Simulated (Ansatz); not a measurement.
Data:

MoSe:
Space group P6₃/mcm (No. 193); a = 8.7514 Å, b = 8.7514 Å, c = 4.4238 Å, α = 90.00°, β = 90.00°, γ = 120.00°

```json
[
 {"atom": "Mo", "site": "6g", "symmetry": "m2m", "x": "0.1794", "y": "0.1794", "z": "0.7500"},
 {"atom": "Se", "site": "6g", "symmetry": "m2m", "x": "0.3435", "y": "0.3435", "z": "0.2500"}
]
```

This is the PBE+D3(BJ)-relaxed structure.

Problem. All from the program Ansatz at the PBE+D3(BJ) level (PAW), unless another level is named. Give the electronic character.

Solution. metallic (no gap).

Problem. Next, the density of states at the Fermi level?

Solution. 0.51 states/eV per atom (mean over ±0.08 eV).

Problem. Predict the formation energy from the elements (no fitted shifts).

Solution. -0.30 eV/atom.

Space group P6_3/mcm. The start of the workflow was typed in or built on a structure type; neither database checked (COD, Materials Project) lists it. Its standing as an ambient phase is unchecked. Symmetry was held in the PBE+D3(BJ) relaxation; whether a distortion lowers the energy is not shown. The workflow began spin-polarised and lost its moments. The references are the lowest solids computed at this level, not always the standard phases. Spin–orbit coupling is left out wherever it is not named.

Potentials: the earlier of the program's two PAW sets.
